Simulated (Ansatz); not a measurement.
# Y: how the free axis answers a strain

Y, P6_3/mmc, a = 3.682 Å, c = 5.697 Å. Ansatz: r2SCAN, PAW, 500 eV, Γ-centred 18×18×10 mesh on 2 atoms, Gaussian smearing 0.10 eV; no spin polarisation. Series: uniaxial strain along a, with b, c and atoms relaxed; x is the strain in per cent. y is the change of c in per cent of 5.697 Å.

| x (%) | y (%) |
| --- | --- |
| -3.0 | ? |
| -2.0 | 0.34 |
| -1.0 | 0.18 |
| 0.0 | 0.00 |
| 1.0 | -0.19 |
| 2.0 | -0.36 |
| 3.0 | -0.52 |

Task: Fit y = c1 x + c2 x² to the other rows, say what c1 measures, and predict the missing y.

Result: Least squares on the rows shown. y = −0.1746 x − 0.0004945 x². So −c1 = 0.175 is Poisson's ratio for this pair of axes. Along b the same runs (not shown) give 0.01. With a term in x³ added, the coefficient of x becomes -0.1851, 6 % more, which shows how far this figure hangs on the form. At x = -3.0 the fit asked for gives 0.52 %. The run gave 0.54 %, so the fit is 0.02 % too low, a small miss on the scale of the series.

Cost: 7 runs of about 20 core-minutes in all, on Intel Xeon 6975P-C (Granite Rapids) (shared hosts).